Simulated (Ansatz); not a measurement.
The cell comes from COD entry 1541062, which wasn't checked; take it as a given geometry. The listed cell was then made from it by scaling, straining or moving an atom.

Tc: DFT, LDA, all-electron LAPW, scalar-relativistic (Ansatz 0.2.0). What sets it apart from a plain run of this crystal: volume scaled by 0.94.

Command: `ansatz run input.yaml --threads 1 --pin off --max-ram 3072MiB --backend cpu --events-out ev --progress --plain --runs-dir out` The run took 43 s on 1 thread of Intel(R) Xeon(R) Platinum 8375C CPU @ 2.90GHz (Ice Lake) (shared host), peak memory 0.63 GiB.

```yaml
crystal:
  lattice:
    - [2.6840661048, 0.0, 0.0]
    - [-1.3420330524, 2.3244694322, 0.0]
    - [0.0, 0.0, 4.3082197061]
  atoms:
    - { symbol: Tc, position: [0.3333333333, 0.6666666667, 0.25] }
    - { symbol: Tc, position: [0.6666666667, 0.3333333333, 0.75] }
kpoints:
  mp_grid: { grid: [17, 17, 9] }
  band_path:
    path:
      - [0.0, 0.0, 0.0]
      - [0.5, 0.0, 0.0]
      - [0.3333333333, 0.3333333333, 0.0]
      - [0.0, 0.0, 0.0]
      - [0.0, 0.0, 0.5]
      - [0.5, 0.0, 0.5]
      - [0.3333333333, 0.3333333333, 0.5]
      - [0.0, 0.0, 0.5]
      - [0.5, 0.0, 0.5]
    npoints: 5
scf:
  occupations: { method: fermi_dirac, width: 0.08 }
hamiltonian:
  xc: lda
  pseudopotentials: { kind: all_electron, lapw: { basis_error: 0.001 } }
output:
  forces: true
  stress: true
  eigenvalues: true
```

Output (standing set-up lines are left out):

```
LAPW: plane waves up to 8.453 Å⁻¹, error target 1.0e-3 eV per atom; small_component_spin mean_spin; Tc in spheres of 1.327 Å, 31 of its electrons in bands, Dirac shells []
Crystal: 2 atoms, lattice volume = 26.879 Å³
Basis set: ecut = 272.2120505491006 eV, 287 PW (Γ), exchange–correlation at level 2
Space group: P63/mmc (ITA 194), of the structure as read, at distance tolerance 3.0e-5 Å
iter 1 solved again at ethr=1.01e-4 eV; its pass at ethr=1.00e-1 eV (dr2=6.28e-2 eV) is discarded
SCF iter   1: F=—  HF=-233019.878273 eV  |F-HF|=—  |Δ(HF+E_count)|=         —  Δρ=2.28e-2  dr2=6.33e-2  ethr=1.01e-4  ⟨swp⟩=3.0  Hψ=40508  notcnv=0
preconditioner: auto → Kerker (q_TF=auto, 3.136 Å⁻¹)  [metal: Δε(μ)=0.022 eV  Ē_g=9.365 eV  σ=0.080 eV  W_gap=0.07  n_scr=22 (ndim 8)  ℏωp=26.8 eV  f_vac=0.000  D(μ)=1.75/eV (n_scr^D=22)]
SCF iter   2: F=—  HF=-233019.580601 eV  |F-HF|=—  |Δ(HF+E_count)|=   2.98e-1  Δρ=8.74e-3  dr2=1.52e-2  ethr=1.01e-4  ⟨swp⟩=2.6  Hψ=19471  notcnv=0
SCF iter   3: F=—  HF=-233019.574884 eV  |F-HF|=—  |Δ(HF+E_count)|=   5.72e-3  Δρ=6.22e-3  dr2=7.96e-3  ethr=2.45e-5  ⟨swp⟩=2.0  Hψ=18439  notcnv=0
SCF iter   4: F=—  HF=-233019.573472 eV  |F-HF|=—  |Δ(HF+E_count)|=   1.41e-3  Δρ=2.82e-3  dr2=1.80e-3  ethr=1.28e-5  ⟨swp⟩=2.0  Hψ=18438  notcnv=0
iter 5 solved again at ethr=1.53e-7 eV; its pass at ethr=2.91e-6 eV (dr2=9.48e-5 eV) is discarded
SCF iter   5: F=—  HF=-233019.572820 eV  |F-HF|=—  |Δ(HF+E_count)|=   6.52e-4  Δρ=6.08e-4  dr2=9.49e-5  ethr=1.53e-7  ⟨swp⟩=2.0  Hψ=31268  notcnv=0
SCF iter   6: F=—  HF=-233019.572798 eV  |F-HF|=—  |Δ(HF+E_count)|=   2.26e-5  Δρ=9.81e-5  dr2=2.16e-6  ethr=1.53e-7  ⟨swp⟩=2.0  Hψ=18439  notcnv=0
SCF iter   7: F=-233019.572798 eV  HF=-233019.572798 eV  |F-HF|=1.12e-8  |Δ(HF+E_count)|=   2.41e-7  Δρ=1.85e-5  dr2=9.40e-8  ethr=3.48e-9  ⟨swp⟩=2.0  Hψ=18439  notcnv=0
SCF 1 converged in 7 iterations: F = -233019.572798 eV  dr2 = 9.40e-8
NSCF: frozen V_eff on 41 k-points
SCF converged after 7 iterations
Free energy (F): -233019.572798 eV
Harris-Foulkes:  -233019.572798 eV  (|F-HF|=1.12e-8)
Internal energy: -233019.534080 eV  (E = F + TS)
E sigma→0 (E₀):  -233019.553439 eV
Entropy (-TS):   -0.038718 eV (-19.359 meV/atom)
Fermi energy:    26.274681 eV
--- Per-component energies (eV) ---
  E_band       = -8896.394960
  E_kinetic    = 241826.301158
  E_xc         = -6775.978405
  E_electrostatic = -468069.856833  (all electrons and nuclei)
  E_smearing   = -0.038718  (= −TS)
  E_closure    = 0.000000  (closes the sum)
  E_atoms      = -232994.309816  (free atoms, spherical and without spin; not in F)
  Σ components = -233019.572798   (vs F -233019.572798, Δ=0.00e0)
  Basis errors (estimates in eV, not in F): energy 2.0e-4 per atom: plane waves 1.9e-4 (9.5e-5 summed), levels above the bands 8.7e-72, relativity 7.8e-9, radial functions 8.6e-6, core shells 1.4e-7; eigenvalues (radial functions only) 1.7e-6; not estimated: angular momenta, meshes, grids; target (lapw.basis_error) 1.0e-3; muffin-tin radii Tc 1.327 Å
--- Forces (eV/Å), atoms counted from 1 ---
  atom   1  Tc    -0.00000000     0.00000000     0.00000000
  atom   2  Tc     0.00000000    -0.00000000    -0.00000000
  max |Σ_I F_I| component: 2.31e-18 eV/Å
--- Stress (GPa, compression-positive) ---
        9.513950       0.000000      -0.000000
        0.000000       9.513950       0.000000
       -0.000000       0.000000       7.885029
  P = ⅓ Tr σ = 8.9710 GPa (89.710 kbar)
--- Band table (eV; the first three rows and the last of 165) ---
  k-point 0: bands = ["-381.9165", "-381.9165", "-381.9165", "-381.9165", "-381.9163", "-381.9163", "-216.6468", "-216.6468", "-216.6468", "-216.6468", "-216.6464", "-216.6464", "-216.6464", "-216.6464", "-216.6459", "-216.6459", "-40.4005", "-40.0872", "-13.2294", "-11.8559", "-11.8559", "-11.6295", "-11.6295", "-11.5875", "18.6956", "20.4311", "24.5532", "24.5532", "24.6224", "25.3480", "25.3480", "26.1290", "26.1290", "28.1661", "29.0511", "29.0511", "38.1494", "40.5346"]
  k-point 1: bands = ["-381.9165", "-381.9165", "-381.9165", "-381.9165", "-381.9163", "-381.9163", "-216.6468", "-216.6468", "-216.6468", "-216.6468", "-216.6464", "-216.6464", "-216.6464", "-216.6464", "-216.6459", "-216.6459", "-40.3913", "-40.0969", "-13.1829", "-11.8491", "-11.8491", "-11.6404", "-11.6364", "-11.6364", "18.8420", "20.4809", "24.4770", "24.4770", "24.5435", "25.2577", "25.2577", "26.3313", "26.3313", "27.7422", "29.0658", "29.0658", "38.7019", "40.1968"]
  k-point 2: bands = ["-381.9165", "-381.9165", "-381.9165", "-381.9165", "-381.9163", "-381.9163", "-216.6468", "-216.6468", "-216.6468", "-216.6468", "-216.6464", "-216.6464", "-216.6464", "-216.6464", "-216.6459", "-216.6459", "-40.3647", "-40.1247", "-13.0480", "-11.8297", "-11.8297", "-11.7916", "-11.6562", "-11.6562", "19.2566", "20.6116", "24.3415", "24.3508", "24.3508", "25.0299", "25.0299", "26.7222", "26.8210", "26.8210", "29.0543", "29.0543", "39.7924", "40.1046"]
  k-point 164: bands = ["-381.9165", "-381.9165", "-381.9165", "-381.9165", "-381.9163", "-381.9163", "-216.6468", "-216.6468", "-216.6468", "-216.6468", "-216.6464", "-216.6464", "-216.6464", "-216.6464", "-216.6459", "-216.6459", "-40.0416", "-40.0379", "-12.9074", "-12.8947", "-12.5705", "-12.4847", "-11.8910", "-11.8757", "21.9173", "22.0644", "22.6667", "22.9239", "24.3673", "24.4339", "26.0757", "26.3784", "29.1025", "29.2221", "35.9283", "35.9660", "38.6905", "39.0415"]
```
